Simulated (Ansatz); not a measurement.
**Property card for ReS2**

ReS2:
```xyz
6
Lattice="5.4925 0.0000 0.0000 0.0000 5.4925 0.0000 0.0000 0.0000 3.6152" Properties=species:S:1:pos:R:3 pbc="T T T"
Re     0.0000     0.0000     0.0000
Re     2.7463     2.7463     1.8076
S      1.6645     1.6645     0.0000
S      4.4107     1.0818     1.8076
S      1.0818     4.4107     1.8076
S      3.8280     3.8280     0.0000
```

Space group P4_2/mnm (No. 136), rutile; conventional cell a = 5.4925 Å, b = 5.4925 Å, c = 3.6152 Å, α = 90.00°, β = 90.00°, γ = 90.00°.

Method: the program Ansatz at the PBE level (PAW). Geometry: relaxed at this level of theory. Other levels are named where they apply.

### Cell and energy

Volume per atom: 18.18 Å³
Density: 7.62 g/cm³
Formation energy from the elements (no fitted shifts): -182 meV/atom

### Electronic structure

- Electronic character: metallic (no gap)
- Density of states at the Fermi level: 1.1 states/eV per atom (mean over ±0.08 eV)

### Mechanics

- Bulk modulus (Birch–Murnaghan fit) = 149 GPa
- Pressure derivative B′ = 5.0

A made-up cell: these elements were put on the sites of a structure type; neither database checked (COD, Materials Project) lists it. Whether it is the stable phase at ambient conditions was not checked. The PBE relaxation kept the symmetry of its start; its stability against distortions is not shown here. No spin polarisation was allowed. The references are the lowest solids computed at this level, not always the standard phases. Scalar-relativistic: spin–orbit coupling is off unless named, which matters more the heavier the elements.

Potentials: the later of the program's two PAW sets.
